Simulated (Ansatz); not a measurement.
# Co: spin order and energy

```
Co
1.0
     2.49539    0.00000    0.00000
    -1.24770    2.16107    0.00000
     0.00000    0.00000    4.03175
Co
2
Direct
  0.33333 0.66667 0.25000
  0.66667 0.33333 0.75000
```

Atoms are numbered in the order listed.

The conventional cell has a = 2.495 Å, b = 2.495 Å, c = 4.032 Å, α = 90.00°, β = 90.00°, γ = 120.00°. Co (atom 1) has 12 Co at 2.48 to 2.50 Å as nearest neighbours.

The structure comes from a relaxation in the same program, started in the hcp type, and has space group P6_3/mmc. Whether it is a known phase or the ground state wasn't checked.

The calculation used Ansatz 0.2.0, DFT, PBE, all-electron LAPW, scalar-relativistic.

Numerical set-up: a Γ-centred 17×17×9 k mesh, Fermi–Dirac smearing of 0.05 eV, basis error target 0.25 meV/atom. PBE unless a row says otherwise.

Energies are extrapolated to zero smearing; site moments are those inside atomic spheres.

```csv
run,E − E(first) (meV/atom),spin moment Co1 (μB),spin moment Co2 (μB),cell spin moment (μB),gap (eV),P (GPa)
ferromagnetic start,0,1.68,1.68,3.25,none,-0.1
antiferromagnetic start,0,-1.68,-1.68,?,none,-0.1
no spin polarisation,?,0,0,0,none,?
spin-orbit coupling on,–,–,–,3.25,none,-0.1
```

Q: Give the missing entry: row "no spin polarisation", column "P (GPa)".

A: -11.5.

Q: Give the missing entry: row "no spin polarisation", column "E − E(first) (meV/atom)".

A: 242.

Q: Give the missing entry: row "antiferromagnetic start", column "cell spin moment (μB)".

A: -3.25.

From crystal-made all-electron datasets, the contact spin densities (averaged over the Thomson radius about each nucleus) in the first state are Co1 -3.36 e/Å³ (up less down).

Q: What Fermi-contact hyperfine field is that at Co1?

A: B = (2μ0/3) μB ρs(0) = 7.769 T·Å³ × (-3.36) = -26.1 T, opposed to the magnetisation of the spin-up electrons. Orbital and dipolar fields aren't included.
